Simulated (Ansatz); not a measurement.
PdRhN$_{2}$:
```xyz
4
Lattice="1.4810 0.8551 6.1053 -1.4810 0.8551 6.1053 0.0000 -1.7101 6.1053" Properties=species:S:1:pos:R:3 pbc="T T T"
Rh     0.0000     0.0000     9.1579
Pd     0.0000     0.0000     0.0000
N      0.0000     0.0000    16.3668
N      0.0000     0.0000     1.9490
```

Relaxed with r²SCAN.

**Question.** Map the electron localisation function on the plane through (0.500, 0.500, 0.500) spanned by u = [1, 0, 0] and v = [-1, 1, 1] in lattice vectors, from DFT-r²SCAN in the program Ansatz with PAW potentials.

**Answer.** x is the fraction of u, y of v (the angle between them is 45°; rows are the nearest grid lines); atoms in the plane: Rh at (0.00, 0.00), Pd at (0.00, 0.50), N at (0.79, 0.39), N at (0.21, 0.61).
```
y \ x   0.000  0.0938  0.188  0.281  0.375  0.469  0.531  0.625  0.719  0.812  0.906   1.00
------  -----  ------  -----  -----  -----  -----  -----  -----  -----  -----  -----  -----
1.00    0.766   0.725  0.195  0.046  0.094  0.169  0.169  0.094  0.046  0.195  0.725  0.766
0.914   0.649   0.763  0.401  0.111  0.038  0.109  0.162  0.164  0.075  0.050  0.271  0.649
0.857   0.221   0.421  0.501  0.141  0.042  0.048  0.117  0.180  0.141  0.045  0.111  0.221
0.771   0.538   0.680  0.229  0.120  0.049  0.017  0.026  0.128  0.182  0.161  0.112  0.538
0.686   0.345   0.774  0.729  0.501  0.060  0.035  0.035  0.068  0.178  0.312  0.341  0.345
0.629   0.285   0.838  0.091  0.746  0.200  0.078  0.159  0.248  0.155  0.447  0.557  0.285
0.543   0.404   0.239  0.845  0.498  0.714  0.111  0.239  0.724  0.732  0.213  0.521  0.404
0.457   0.404   0.521  0.213  0.732  0.724  0.239  0.111  0.714  0.498  0.845  0.239  0.404
0.371   0.285   0.557  0.447  0.155  0.248  0.159  0.078  0.200  0.746  0.091  0.838  0.285
0.314   0.345   0.341  0.312  0.178  0.068  0.035  0.035  0.060  0.501  0.729  0.774  0.345
0.229   0.538   0.112  0.161  0.182  0.128  0.026  0.017  0.049  0.120  0.229  0.680  0.538
0.143   0.221   0.111  0.045  0.141  0.180  0.117  0.048  0.042  0.141  0.501  0.421  0.221
0.0857  0.649   0.271  0.050  0.075  0.164  0.162  0.109  0.038  0.111  0.401  0.763  0.649
0.000   0.766   0.725  0.195  0.046  0.094  0.169  0.169  0.094  0.046  0.195  0.725  0.766
```

The density is the valence pseudo-density with augmentation charge, so density and ELF within about 1 Å of a nucleus are not all-electron values.

Space group R-3m. The start of the workflow was typed in or built on a structure type; neither database checked (COD, Materials Project) lists it. Whether it is the stable phase at ambient conditions was not checked. The r²SCAN relaxation kept the symmetry of its start; its stability against distortions is not shown here. The workflow began spin-polarised and lost its moments. Its formation energy is positive at this level, so the cell may be metastable or incomplete.

Potentials: the later of the program's two PAW sets.
